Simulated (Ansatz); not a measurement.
Input, command and steps of an Ansatz relaxation.

```yaml
crystal:
  lattice:
    - [7.6379680112, 0.0, 0.0]
    - [-3.8189840056, -6.614674331, 0.0]
    - [0.0, 0.0, -12.2941212438]
  atoms:
    - { symbol: Sn, position: [0.0014077379, 0.4973489445, 0.500623092] }
    - { symbol: Sn, position: [0.0040738689, 0.5013983739, 0.0006821604] }
    - { symbol: Sn, position: [0.4979193329, 0.4982622008, 0.4992174809] }
    - { symbol: Sn, position: [0.5004094396, 0.5016232581, 0.0010917537] }
    - { symbol: Sn, position: [0.0001700034, 0.0043793604, 0.4991233148] }
    - { symbol: Sn, position: [0.0014203212, 0.0034355381, 0.0010272272] }
    - { symbol: Sn, position: [0.4961477787, 0.9961009291, 0.4976381686] }
    - { symbol: Sn, position: [0.506445199, 0.003210312, 0.0019999604] }
    - { symbol: Se, position: [0.8335503455, 0.1671414849, 0.3684046517] }
    - { symbol: Se, position: [0.8323179096, 0.1699569207, 0.8720490909] }
    - { symbol: Se, position: [0.3341277252, 0.1647269187, 0.3712105818] }
    - { symbol: Se, position: [0.832721688, 0.6663121196, 0.3694521381] }
    - { symbol: Se, position: [0.3299040113, 0.6611980136, 0.3725294188] }
    - { symbol: Se, position: [0.3385609275, 0.6683434083, 0.8702192108] }
    - { symbol: Se, position: [0.1653569888, 0.3330145264, 0.1284696354] }
    - { symbol: Se, position: [0.1648603233, 0.3328714888, 0.6288450657] }
    - { symbol: Se, position: [0.660526875, 0.3342933869, 0.1305598525] }
    - { symbol: Se, position: [0.6601190501, 0.3296009719, 0.6293279915] }
    - { symbol: Se, position: [0.1676293495, 0.8318551013, 0.1322555193] }
    - { symbol: Se, position: [0.1646508976, 0.833007321, 0.6312847062] }
    - { symbol: Se, position: [0.667241679, 0.8286577979, 0.1283539775] }
    - { symbol: Se, position: [0.6677966627, 0.8353796765, 0.6280066524] }
  symmetry: { detect: false }
basis:
  ecutwfc: 420
kpoints:
  mp_grid: { grid: [2, 2, 1], shift: [0.5, 0.5, 0.0] }
hamiltonian:
  xc: pbesol
scf:
  occupations: { method: gaussian, width: 0.1 }
  lower_state_search: "off"
output:
  forces: true
  stress: true
  eigenvalues: true
relax:
  adjacent_minimum: "off"
  f_tol: 0.04
  max_steps: 50
  cell: { stress_tol: 0.3 }
```

```bash
ansatz run input.yaml --threads 4 --pin off --max-ram 9216MiB --backend cpu --events-out ev --progress --plain --runs-dir out
```

The calculation used DFT PBEsol, scalar-relativistic, plane waves, PAW in Ansatz 0.2.0.

Of 14 frames 9 are shown, positions in Å and forces in eV/Å; the SCF threshold varies from step to step. Steps run on the plane waves of an earlier cell, with a Pulay correction in the pressure. The basis is chosen afresh for the last frame, the zero of the energies, and at times for earlier ones too; energy and pressure can step there, also at an unchanged geometry. Where two frames share a geometry here, they differ by under 2 meV/atom and 0.3 GPa.

```xyz
22
Lattice="7.6380 0.0000 0.0000 -3.8190 -6.6147 0.0000 0.0000 0.0000 -12.2941" Properties=species:S:1:pos:R:3:forces:R:3 pbc="T T T" step=1 free_energy_over_end_meV_per_atom=53.40 pressure_GPa=0.18
Sn   -1.8886   -3.2898   -6.1547   -0.5263   -0.1330   -0.0823
Sn   -1.8837   -3.3166   -0.0084    0.1121    0.0344   -0.1946
Sn    1.9002   -3.2958   -6.1374    0.3198   -0.0987   -0.1519
Sn    1.9064   -3.3181   -0.0134   -0.0495    0.1064    0.0160
Sn   -0.0154   -0.0290   -6.1363    0.1020    0.3880   -0.0256
Sn   -0.0023   -0.0227   -0.0126    0.2313    0.1915    0.0087
Sn   -0.0145   -6.5889   -6.1180    0.0621   -0.1250   -0.3209
Sn    3.8560   -0.0212   -0.0246    0.0504    0.3882   -0.2298
Se    5.7283   -1.1056   -4.5292   -0.0797    0.0000   -0.0950
Se    5.7082   -1.1242  -10.7211   -0.4413   -0.2546    0.6351
Se    1.9230   -1.0896   -4.5637   -0.0183    0.0439    0.1289
Se    3.8157   -4.4074   -4.5421    0.1698    0.0626   -0.2345
Se   -0.0053   -4.3736   -4.5799   -0.0081   -0.0751    0.2481
Se    0.0335   -4.4209  -10.6986   -0.4965   -0.3407    0.4704
Se   -0.0088   -2.2028   -1.5794   -0.0008   -0.0913    0.0058
Se   -0.0120   -2.2018   -7.7311    0.0657    0.0073   -0.1411
Se    3.7684   -2.2112   -1.6051    0.4010    0.1351   -0.3704
Se    3.7832   -2.1802   -7.7370    0.0514   -0.0664    0.1774
Se   -1.8965   -5.5025   -1.6260    0.2523    0.0338   -0.1877
Se   -1.9236   -5.5101   -7.7611   -0.0698   -0.0230    0.2991
Se    1.9317   -5.4813   -1.5780   -0.0895   -0.2210    0.0119
Se    1.9103   -5.5258   -7.7208   -0.0381    0.0375    0.0323
22
Lattice="7.5754 -0.0539 -0.1246 -3.7410 -6.5872 0.1162 0.2006 0.1002 -12.4033" Properties=species:S:1:pos:R:3:forces:R:3 pbc="T T T" step=3 free_energy_over_end_meV_per_atom=22.11 pressure_GPa=-0.27
Sn   -1.7842   -3.2402   -6.2331    0.3559    0.1179    0.0420
Sn   -1.8158   -3.2661   -0.0201    0.3984    0.3445   -0.0644
Sn    2.0232   -3.2640   -6.2483   -0.2446    0.0813    0.1888
Sn    1.9594   -3.2945    0.1490    0.2722    0.0771    0.2303
Sn    0.1049    0.0730   -6.2405   -0.0490   -0.2362    0.1158
Sn    0.0827    0.0317    0.2240    0.0267   -0.0117    0.1073
Sn    0.1410   -6.5632   -6.2337   -0.0084    0.0753    0.1895
Sn    3.8688    0.0241   -0.1632    0.3975    0.0438    0.0247
Se    5.7781   -1.0848   -4.7782    0.1307    0.0258    0.0229
Se    5.5860   -1.2046  -10.7100   -0.4042   -0.3002   -0.6704
Se    2.0364   -1.0302   -4.6641    0.0244   -0.0186   -0.0999
Se    3.9762   -4.3415   -4.7175   -0.0723   -0.0417    0.3320
Se    0.1301   -4.3620   -4.6178    0.0747    0.0884   -0.2644
Se   -0.0155   -4.4758  -10.6266   -0.5369   -0.2097   -0.4856
Se    0.1112   -2.1391   -1.4330   -0.0536    0.0390    0.0454
Se    0.1186   -2.1387   -7.8562   -0.0584   -0.0516    0.1177
Se    3.8547   -2.1937   -1.7335    0.0184   -0.0614    0.4414
Se    3.8565   -2.2095   -7.8818   -0.1472    0.0166   -0.2290
Se   -1.7943   -5.4842   -1.5878   -0.1008    0.0388    0.3716
Se   -1.8058   -5.4647   -7.7558   -0.0243   -0.0746   -0.2657
Se    2.0675   -5.4960   -1.4437    0.0685    0.0930    0.0143
Se    2.0318   -5.4633   -7.8284   -0.0678   -0.0357   -0.1644
22
Lattice="7.6102 -0.0583 -0.2136 -3.7546 -6.6246 0.2057 0.3438 0.1838 -12.3478" Properties=species:S:1:pos:R:3:forces:R:3 pbc="T T T" step=4 free_energy_over_end_meV_per_atom=7.36 pressure_GPa=-0.51
Sn   -1.7266   -3.2196   -6.2030    0.1659    0.0343   -0.0872
Sn   -1.7514   -3.2285   -0.0613    0.2709    0.0876    0.1697
Sn    2.0972   -3.2433   -6.2377   -0.0437    0.0415    0.0364
Sn    2.0233   -3.2866    0.3300    0.1790    0.0319    0.2133
Sn    0.1772    0.1131   -6.2390   -0.0265   -0.0784   -0.0145
Sn    0.1014    0.0446    0.3961    0.0848    0.0232    0.0677
Sn    0.2222   -6.5645   -6.1931   -0.0448    0.0293   -0.0684
Sn    3.9531    0.0576   -0.2843    0.1945    0.0326    0.2031
Se    5.9045   -1.0452   -4.8629    0.0377   -0.0083    0.1545
Se    5.5882   -1.2262  -10.7407    0.0623   -0.0197   -0.4896
Se    2.1387   -0.9877   -4.7099    0.0492    0.0221    0.0842
Se    4.0844   -4.3177   -4.7146   -0.0126   -0.0337    0.1103
Se    0.2239   -4.3346   -4.6426   -0.0283    0.0262    0.0988
Se   -0.0436   -4.5127  -10.5690   -0.0135    0.0977   -0.3019
Se    0.2548   -2.0836   -1.3280   -0.2285   -0.0293    0.0058
Se    0.1795   -2.1246   -7.8142   -0.1206   -0.0210   -0.0271
Se    3.8520   -2.2298   -1.6986   -0.1424   -0.0967    0.0662
Se    3.8977   -2.2001   -7.9264   -0.0131    0.0039   -0.0879
Se   -1.8508   -5.5438   -1.4530   -0.1811    0.0003    0.0516
Se   -1.7634   -5.4836   -7.7131   -0.0403    0.0031   -0.1170
Se    2.2037   -5.4432   -1.3354   -0.1109   -0.0553   -0.0004
Se    2.0974   -5.4555   -7.8169   -0.0381   -0.0913   -0.0678
22
Lattice="7.5974 -0.0300 -0.2243 -3.7728 -6.5988 0.2175 0.3610 0.1958 -12.2399" Properties=species:S:1:pos:R:3:forces:R:3 pbc="T T T" step=6 free_energy_over_end_meV_per_atom=3.16 pressure_GPa=-0.29
Sn   -1.7214   -3.2027   -6.1446   -0.0633   -0.0201   -0.0256
Sn   -1.7302   -3.2065   -0.0810    0.1443    0.0318    0.0153
Sn    2.0741   -3.2129   -6.1767    0.1119   -0.0128   -0.0041
Sn    2.0448   -3.2431    0.3863    0.0658    0.0113    0.0968
Sn    0.1738    0.0982   -6.1814   -0.0082    0.0745    0.0119
Sn    0.1306    0.0617    0.4193    0.0226    0.0132    0.0340
Sn    0.1902   -6.5179   -6.1247   -0.0095   -0.0271   -0.1281
Sn    3.9596    0.0783   -0.3046    0.1332    0.0583    0.0007
Se    5.8985   -1.0136   -4.7888    0.0075   -0.0269    0.0131
Se    5.6250   -1.1781  -10.7017    0.0491    0.0039   -0.1414
Se    2.1450   -0.9670   -4.6385   -0.0111   -0.0027   -0.0174
Se    4.0685   -4.2781   -4.6470   -0.0113   -0.0207   -0.0618
Se    0.2138   -4.2967   -4.5646   -0.0534    0.0081    0.0304
Se   -0.0303   -4.4575  -10.4887    0.0033    0.0522   -0.1249
Se    0.2729   -2.0585   -1.3167   -0.1314   -0.0352    0.0271
Se    0.1554   -2.1187   -7.7716   -0.0347   -0.0070    0.0336
Se    3.8031   -2.2238   -1.6872   -0.0488   -0.0314    0.0257
Se    3.8732   -2.1731   -7.8851    0.0072    0.0138    0.0330
Se   -1.9010   -5.5266   -1.4470   -0.0293    0.0235    0.0523
Se   -1.7965   -5.4608   -7.6705   -0.0064   -0.0050    0.0437
Se    2.1960   -5.3779   -1.3195   -0.1106   -0.0669    0.0435
Se    2.0629   -5.4298   -7.7663   -0.0268   -0.0350    0.0421
22
Lattice="7.5962 -0.0312 -0.2620 -3.7711 -6.5963 0.2559 0.4218 0.2320 -12.0457" Properties=species:S:1:pos:R:3:forces:R:3 pbc="T T T" step=7 free_energy_over_end_meV_per_atom=1.09 pressure_GPa=0.07
Sn   -1.7298   -3.2061   -6.0454   -0.0535   -0.0262    0.0347
Sn   -1.6671   -3.1731   -0.0546    0.0054   -0.0144   -0.0301
Sn    2.0713   -3.2189   -6.0818    0.0407    0.0077    0.0357
Sn    2.1111   -3.2084    0.4356   -0.0003    0.0003    0.0110
Sn    0.1619    0.0948   -6.0809    0.0129    0.0246    0.0353
Sn    0.1900    0.0967    0.4373    0.0260    0.0222    0.0505
Sn    0.1825   -6.5196   -6.0489   -0.0387   -0.0266    0.0189
Sn    4.0175    0.1090   -0.3133   -0.0082    0.0038   -0.0272
Se    5.8786   -1.0223   -4.7312    0.0194    0.0091    0.0247
Se    5.7594   -1.1083  -10.5365    0.0077    0.0277    0.0023
Se    2.1538   -0.9630   -4.5685   -0.0093   -0.0122   -0.0075
Se    4.0676   -4.2798   -4.5699   -0.0187    0.0015   -0.0233
Se    0.1939   -4.3064   -4.4700    0.0211    0.0150    0.0178
Se    0.0811   -4.3822  -10.2785    0.0293    0.0023   -0.0038
Se    0.3181   -2.0330   -1.2875   -0.0007   -0.0215    0.0127
Se    0.1423   -2.1228   -7.6621    0.0195    0.0005   -0.0399
Se    3.8210   -2.2156   -1.6625    0.0050    0.0179   -0.0003
Se    3.8629   -2.1838   -7.8128   -0.0392   -0.0184   -0.0474
Se   -1.8697   -5.4978   -1.3962    0.0292   -0.0046   -0.0084
Se   -1.8199   -5.4640   -7.5557   -0.0314   -0.0238   -0.0491
Se    2.2345   -5.3487   -1.2889   -0.0282    0.0089    0.0191
Se    2.0560   -5.4367   -7.6667    0.0119    0.0061   -0.0259
22
Lattice="7.6046 -0.0430 -0.2930 -3.7651 -6.6083 0.2890 0.4717 0.2648 -11.9361" Properties=species:S:1:pos:R:3:forces:R:3 pbc="T T T" step=9 free_energy_over_end_meV_per_atom=0.37 pressure_GPa=0.00
Sn   -1.7714   -3.2394   -5.9758    0.0029   -0.0047   -0.0070
Sn   -1.5870   -3.1318   -0.0464    0.0004    0.0053    0.0046
Sn    2.0442   -3.2556   -6.0191   -0.0328   -0.0028   -0.0111
Sn    2.2039   -3.1637    0.4534   -0.0209   -0.0105   -0.0091
Sn    0.1232    0.0721   -6.0150   -0.0142   -0.0269   -0.0175
Sn    0.2817    0.1597    0.4526   -0.0082   -0.0021    0.0080
Sn    0.1505   -6.5650   -5.9866   -0.0201   -0.0038    0.0276
Sn    4.0985    0.1507   -0.3377   -0.0038   -0.0023    0.0098
Se    5.8475   -1.0580   -4.6962    0.0037    0.0118    0.0003
Se    5.9001   -1.0326  -10.4542   -0.0008    0.0009    0.0300
Se    2.1250   -0.9918   -4.5244    0.0075    0.0040    0.0058
Se    4.0420   -4.3181   -4.5220    0.0017    0.0037    0.0023
Se    0.1633   -4.3418   -4.4061    0.0148   -0.0010   -0.0006
Se    0.2152   -4.3140  -10.1653    0.0084   -0.0020    0.0452
Se    0.3999   -1.9871   -1.2635    0.0236    0.0048   -0.0119
Se    0.1105   -2.1529   -7.5924   -0.0194   -0.0097   -0.0108
Se    3.8968   -2.1837   -1.6692    0.0061    0.0064   -0.0074
Se    3.8214   -2.2274   -7.7770    0.0208    0.0036   -0.0092
Se   -1.7865   -5.4641   -1.3771    0.0000   -0.0069   -0.0205
Se   -1.8657   -5.5085   -7.4844    0.0186    0.0149   -0.0127
Se    2.3200   -5.3136   -1.2649    0.0203    0.0213   -0.0151
Se    2.0314   -5.4789   -7.5994   -0.0087   -0.0037   -0.0008
22
Lattice="7.6052 -0.0418 -0.2859 -3.7664 -6.6083 0.2842 0.4602 0.2626 -11.9491" Properties=species:S:1:pos:R:3:forces:R:3 pbc="T T T" step=11 free_energy_over_end_meV_per_atom=0.08 pressure_GPa=-0.03
Sn   -1.8447   -3.2829   -5.9650   -0.0047    0.0046   -0.0124
Sn   -1.5043   -3.0822   -0.0384    0.0189    0.0082    0.0007
Sn    1.9664   -3.2979   -6.0448    0.0158   -0.0003   -0.0086
Sn    2.2770   -3.1161    0.4341    0.0198    0.0109    0.0151
Sn    0.0469    0.0262   -6.0453    0.0055    0.0137   -0.0006
Sn    0.3594    0.2111    0.4367    0.0097    0.0053   -0.0026
Sn    0.0729   -6.6077   -5.9612    0.0158    0.0017   -0.0316
Sn    4.1807    0.2003   -0.3232    0.0254    0.0170   -0.0057
Se    5.7916   -1.0902   -4.6883    0.0023   -0.0022   -0.0010
Se    5.9602   -0.9902  -10.4480   -0.0013   -0.0094   -0.0210
Se    2.0364   -1.0411   -4.5319   -0.0097   -0.0039    0.0118
Se    3.9575   -4.3655   -4.5339   -0.0049   -0.0070    0.0050
Se    0.1058   -4.3725   -4.4033   -0.0041    0.0012    0.0049
Se    0.2745   -4.2754  -10.1622   -0.0102   -0.0010   -0.0262
Se    0.4767   -1.9392   -1.2760   -0.0141    0.0033    0.0059
Se    0.0233   -2.2035   -7.6071   -0.0129   -0.0072    0.0067
Se    3.9896   -2.1269   -1.6687   -0.0083   -0.0082    0.0040
Se    3.7677   -2.2567   -7.7764   -0.0015   -0.0001    0.0130
Se   -1.6961   -5.4115   -1.3842   -0.0104    0.0016    0.0098
Se   -1.9166   -5.5413   -7.4923   -0.0043   -0.0024    0.0154
Se    2.3947   -5.2626   -1.2776   -0.0074   -0.0164    0.0093
Se    1.9422   -5.5283   -7.6062   -0.0194   -0.0095    0.0080
22
Lattice="7.6097 -0.0428 -0.2913 -3.7678 -6.6115 0.2922 0.4689 0.2724 -11.9098" Properties=species:S:1:pos:R:3:forces:R:3 pbc="T T T" step=12 free_energy_over_end_meV_per_atom=-0.03 pressure_GPa=-0.01
Sn   -1.9436   -3.3397   -5.9126    0.0101    0.0025   -0.0102
Sn   -1.3809   -3.0098   -0.0484    0.0373    0.0105    0.0133
Sn    1.8711   -3.3579   -6.0287    0.0100    0.0169    0.0012
Sn    2.4022   -3.0424    0.4191    0.0212    0.0107    0.0307
Sn   -0.0536   -0.0286   -6.0299    0.0276    0.0080    0.0025
Sn    0.4860    0.2901    0.4215    0.0095    0.0017    0.0046
Sn   -0.0212   -6.6670   -5.9056    0.0051    0.0057   -0.0254
Sn    4.3080    0.2715   -0.3396    0.0405    0.0333    0.0049
Se    5.7151   -1.1373   -4.6513    0.0173    0.0118   -0.0152
Se    6.0839   -0.9164  -10.4222   -0.0138   -0.0216   -0.0224
Se    1.9318   -1.1019   -4.5081    0.0082    0.0033    0.0026
Se    3.8559   -4.4274   -4.5045    0.0062    0.0006   -0.0228
Se    0.0252   -4.4196   -4.3620    0.0198    0.0092   -0.0024
Se    0.3899   -4.2064  -10.1305   -0.0179   -0.0035   -0.0212
Se    0.5985   -1.8655   -1.2876   -0.0273   -0.0015    0.0065
Se   -0.0875   -2.2686   -7.5745   -0.0352   -0.0164   -0.0119
Se    4.1127   -2.0578   -1.6841   -0.0198   -0.0144    0.0091
Se    3.6880   -2.3054   -7.7453   -0.0044   -0.0071    0.0169
Se   -1.5743   -5.3432   -1.3935   -0.0251   -0.0008    0.0101
Se   -1.9980   -5.5930   -7.4521   -0.0168   -0.0004    0.0117
Se    2.5178   -5.1915   -1.2889   -0.0191   -0.0280    0.0115
Se    1.8317   -5.5955   -7.5763   -0.0334   -0.0204    0.0060
22
Lattice="7.6097 -0.0453 -0.3035 -3.7657 -6.6125 0.3036 0.4884 0.2822 -11.9046" Properties=species:S:1:pos:R:3:forces:R:3 pbc="T T T" step=14 free_energy_over_end_meV_per_atom=0.00 pressure_GPa=0.02
Sn   -1.9183   -3.3259   -5.9179    0.0114    0.0053    0.0138
Sn   -1.3943   -3.0204   -0.0367    0.0134    0.0019    0.0054
Sn    1.8959   -3.3444   -6.0328    0.0018    0.0100    0.0056
Sn    2.3926   -3.0528    0.4407    0.0114    0.0059    0.0038
Sn   -0.0278   -0.0141   -6.0331    0.0127    0.0008    0.0050
Sn    0.4732    0.2795    0.4403    0.0081    0.0023   -0.0032
Sn    0.0047   -6.6545   -5.9156    0.0043    0.0038    0.0108
Sn    4.2937    0.2619   -0.3399    0.0111    0.0103    0.0039
Se    5.7383   -1.1251   -4.6716    0.0015    0.0012    0.0080
Se    6.0862   -0.9215  -10.4193   -0.0032   -0.0038   -0.0024
Se    1.9614   -1.0861   -4.5176    0.0016    0.0011    0.0050
Se    3.8845   -4.4141   -4.5161    0.0002   -0.0011   -0.0034
Se    0.0497   -4.4083   -4.3685    0.0047    0.0011    0.0092
Se    0.3930   -4.2084  -10.1157    0.0005    0.0004   -0.0005
Se    0.5861   -1.8760   -1.2686   -0.0089   -0.0017   -0.0095
Se   -0.0649   -2.2557   -7.5788   -0.0137   -0.0072   -0.0026
Se    4.0917   -2.0739   -1.6740   -0.0119   -0.0056   -0.0150
Se    3.7077   -2.2970   -7.7554   -0.0062   -0.0047   -0.0065
Se   -1.5949   -5.3572   -1.3726   -0.0113   -0.0020   -0.0139
Se   -1.9794   -5.5820   -7.4515   -0.0099   -0.0012   -0.0081
Se    2.5070   -5.2048   -1.2699   -0.0059   -0.0078   -0.0080
Se    1.8563   -5.5844   -7.5798   -0.0118   -0.0088    0.0028
```

It took 4.1 min on 4 threads of Arm Neoverse V2 (shared host), peak memory 1.5 GiB.

The k mesh is coarse. The cell holds layers, and where no dispersion correction was added their binding is poorly described.